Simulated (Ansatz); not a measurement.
YHg: Boltzmann equation against the high-temperature formula (computed with Ansatz 0.2.0)

Space group Pm-3m (No. 221), 2 atoms in the cell of the first input below: a = 3.666 Å, b = 3.666 Å, c = 3.666 Å, α = 90.00°, β = 90.00°, γ = 90.00°.

The cell was built from a prototype of a structure type listed for this compound, relaxed without spin–orbit coupling to zero pressure (pressure 0.0 GPa with this functional, without spin–orbit coupling). Functional: PBEsol.

Input:

```yaml
crystal:
  lattice:
    - [3.6658706682, 0.0, 0.0]
    - [0.0, 3.6658706682, 0.0]
    - [0.0, 0.0, 3.6658706682]
  atoms:
    - { symbol: "Y", position: [0.0, 0.0, 0.0] }
    - { symbol: Hg, position: [0.5, 0.5, 0.5] }
basis:
  ecutwfc: 420
  ecutrho_ratio: 4
kpoints:
  mp_grid: { grid: [10, 10, 10] }
hamiltonian:
  xc: pbesol
scf:
  occupations: { method: methfessel_paxton, width: 0.2 }
output: {}
phonons:
  supercell: [2, 2, 2]
  qpath:
    path:
      - [[0.0, 0.0, 0.0], [0.0, 0.5, 0.0], [0.5, 0.5, 0.0], [0.0, 0.0, 0.0], [0.5, 0.5, 0.5], [0.0, 0.5, 0.0]]
      - [[0.5, 0.5, 0.5], [0.5, 0.5, 0.0]]
    npoints: 6
  electrical_resistivity: { mesh: [20, 20, 20], temperatures: [50, 100, 200, 300, 500] }
  superconductivity: { mesh: [20, 20, 20], eliashberg_equations: false }
```

```bash
ansatz run input.yaml --threads 8 --pin off --max-ram 15360MiB --backend cpu --events-out ev --progress --plain --runs-dir out
```

Time: 25 s on 8 threads of Intel(R) Xeon(R) 6975P-C (Granite Rapids), on a shared host, peak memory 2.9 GiB.

λ_tr,xx from the finest mesh down: 0.769, 0.830, 1.059. The next coarser mesh moves the resistivity at 300 K by 4 % along the axis that moves most.

The run gives λ_tr,xx = 0.769 and a Drude plasma energy ħω_p,xx = 4.39 eV.

Problem. Estimate the resistivity along x at 300 K from the high-temperature formula.

Solution. ħ/τ = 2π λ_tr k_B T = 0.1249 eV and ρ = 1/(ε0 ω_p² τ) = 48.19 μΩ cm. The Boltzmann solution gives 45.01 μΩ cm, so the estimate is 7 % high; λ_tr itself still moves by 8 % between the two finest meshes.

```json
{"T (K)": "50", "ρ_xx (μΩ cm)": "5.45", "ρ_zz (μΩ cm)": "5.45", "formula, xx": "8.03", "R_H, field along x, y or z (10⁻¹¹ m³/C)": "-43.6"}
{"T (K)": "100", "ρ_xx (μΩ cm)": "13.97", "ρ_zz (μΩ cm)": "13.97", "formula, xx": "16.06", "R_H, field along x, y or z (10⁻¹¹ m³/C)": "-20.6"}
{"T (K)": "200", "ρ_xx (μΩ cm)": "29.86", "ρ_zz (μΩ cm)": "29.86", "formula, xx": "32.12", "R_H, field along x, y or z (10⁻¹¹ m³/C)": "-13.6"}
{"T (K)": "300", "ρ_xx (μΩ cm)": "45.01", "ρ_zz (μΩ cm)": "45.01", "formula, xx": "48.19", "R_H, field along x, y or z (10⁻¹¹ m³/C)": "-11.1"}
{"T (K)": "500", "ρ_xx (μΩ cm)": "74.26", "ρ_zz (μΩ cm)": "74.26", "formula, xx": "80.31", "R_H, field along x, y or z (10⁻¹¹ m³/C)": "-7.57"}
```

At 300 K the next coarser mesh moves R_H by up to 1 %.

At 50 K the solution is 0.68 times the linear formula, and at 500 K 0.92 times. The formula is meant for temperatures above the phonon energies and for bands that vary little within k_B T.

Caveats: melting below the highest temperature wasn't checked; no spin-orbit coupling, which matters for these elements; not converged in the fine mesh; small supercell, couplings not converged in it.
